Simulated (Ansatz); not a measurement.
**Mn$_{2}$ZnAs$_{2}$: magnetovolume behaviour**

Computed with DFT PBE, scalar-relativistic, plane waves, PAW (Ansatz).

```
CELL_PARAMETERS angstrom
4.09900 0.00000 0.00000
-2.04950 3.54984 0.00000
0.00000 0.00000 6.57200
ATOMIC_POSITIONS crystal
Mn 0.33333 0.66667 0.36944
Mn 0.66667 0.33333 0.63056
Zn 0.00000 0.00000 0.00000
As 0.33333 0.66667 0.76793
As 0.66667 0.33333 0.23207
```

| Item | Value |
| --- | --- |
| plane-wave cutoff | 420 eV |
| Γ-centred k-mesh | 12×12×6 |
| occupation rule | Gaussian smearing, 0.1 eV |
| list of starting moments (μB, in atom order) | 4 4 0 0 0 |
| check for lower electronic states after the SCF | off |

The cell is scaled evenly at fixed fractional positions, V₀ being the volume of the cell shown; start: ferromagnetic. The states are those that the runs reached from these starts; a lower one can exist. Energies are extrapolated to zero smearing.

Site moments are spin moments in atom-centred spheres that scale with the neighbour distance.

```tsv
V/V₀	E above lowest (meV/atom)	P (GPa)	cell moment (μB)	site moments (μB)
0.800	46.9	9.6	4.57	Mn +2.20 (×2), As -0.08 (×2)
0.860	4.5	2.9	5.37	Mn +2.57 (×2), As -0.08 (×2)
0.920	0.0	-1.2	6.13	Mn +2.91 (×2), As -0.09 (×2)
0.960	?	?	?	?
1.000	?	?	?	?
1.040	46.4	-4.3	7.88	Mn +3.66 (×2), Zn +0.06, As -0.06 (×2)
1.100	82.0	-5.9	8.33	Mn +3.87 (×2), Zn +0.06, As -0.06 (×2)
1.180	148.1	-7.8	8.65	Mn +4.03 (×2), As -0.06 (×2)
```

Q: Fill in the withheld rows.

A: The withheld rows:

```json
{"V/V₀": "0.960", "E above lowest (meV/atom)": "11.4", "P (GPa)": "-3.2", "cell moment (μB)": "6.54", "site moments (μB)": "Mn +3.11 (×2), As -0.09 (×2)"}
{"V/V₀": "1.000", "E above lowest (meV/atom)": "28.1", "P (GPa)": "-3.6", "cell moment (μB)": "7.34", "site moments (μB)": "Mn +3.44 (×2), Zn +0.05, As -0.08 (×2)"}
```

Cost: 8 runs of about 12 core-minutes in all, on Arm Neoverse V1 (shared hosts).